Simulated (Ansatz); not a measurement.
All numbers below come from DFT PBE, scalar-relativistic, plane waves, PAW (Ansatz 0.2.0). Settings: cutoff 420 eV, Γ-centred meshes spaced at most about 0.3 Å⁻¹, and about 0.25 Å⁻¹ or finer for metals (2π included), Gaussian smearing. No spin polarisation in the final relaxations.

These are static total energies at zero pressure. All come from trial cells, and lower structures may exist.

Question: These unrelaxed guesses for AlIn₃Sb₂ are each relaxed within their symmetry. Order them by the energy at which they end, lowest first.
A.

```
Al In Sb
1.0
     4.75891    0.00000    0.00000
     0.00000    4.75891    0.00000
     0.00000    0.00000    6.98816
Al In Sb
1 3 2
Direct
  0.50000 0.50000 0.00000
  0.50000 0.00000 0.50000
  0.00000 0.50000 0.50000
  0.50000 0.50000 0.50000
  0.50000 0.00000 0.00000
  0.00000 0.50000 0.00000
```

B.

```
Al In Sb
1.0
     4.18566    2.41659    2.97196
    -4.18566    2.41659    2.97196
     0.00000   -4.83319    2.97196
Al In Sb
1 3 2
Direct
  0.50000 0.50000 0.50000
  0.00000 0.50000 0.00000
  0.00000 0.00000 0.50000
  0.50000 0.00000 0.00000
  0.77080 0.77080 0.77080
  0.22920 0.22920 0.22920
```

C.

```
Al In Sb
1.0
     4.42275    0.00000    0.00000
    -2.21137    3.83021    0.00000
     0.00000    0.00000    8.85811
Al In Sb
1 3 2
Direct
  0.00000 0.00000 0.00000
  0.00000 0.00000 0.50000
  0.33333 0.66667 0.00000
  0.33333 0.66667 0.50000
  0.66667 0.33333 0.23765
  0.66667 0.33333 0.76235
```

Answer: C (ends in P-6m2, 0 meV/atom), A (ends in P4/mmm, 182 meV/atom), B (ends in R-3m, 0.41 eV/atom). Even the lowest end lies +0.17 eV/atom against the elements.

These runs have no spin–orbit coupling, which can matter for Sb. Cells relaxed within their symmetry can be saddle points. Some structure types and database cells were kept out of the candidates from the start, so a known form may be missing.
